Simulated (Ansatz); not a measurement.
Here is the system:

Sb:
```
Sb
1.0
    0.00000     3.43663     3.43663
    3.43663     0.00000     3.43663
    3.43663     3.43663     0.00000
Sb
2
Direct
  0.00000   0.00000   0.00000
  0.25000   0.25000   0.25000
```

This is the PBEsol-relaxed structure.

**Question.** All from PBEsol (plane waves, PAW; program Ansatz), unless another level is named. Predict the electronic character.

**Answer.** metallic (no gap).

**Question.** What about the density of states at the Fermi level?

**Answer.** 0.58 states/eV per atom (mean over ±0.08 eV).

**Question.** Next, the gap with spin–orbit coupling?

**Answer.** none (metallic).

Space group Fd-3m (diamond). The start of the workflow was typed in or built on a structure type; neither database checked (COD, Materials Project) lists it. It is not the phase usual at ambient conditions (space group No. 166). The PBEsol relaxation kept the symmetry of its start. At this level the phase is mechanically unstable. Spin–orbit coupling is left out wherever it is not named.

Potentials: the later of the program's two PAW sets.
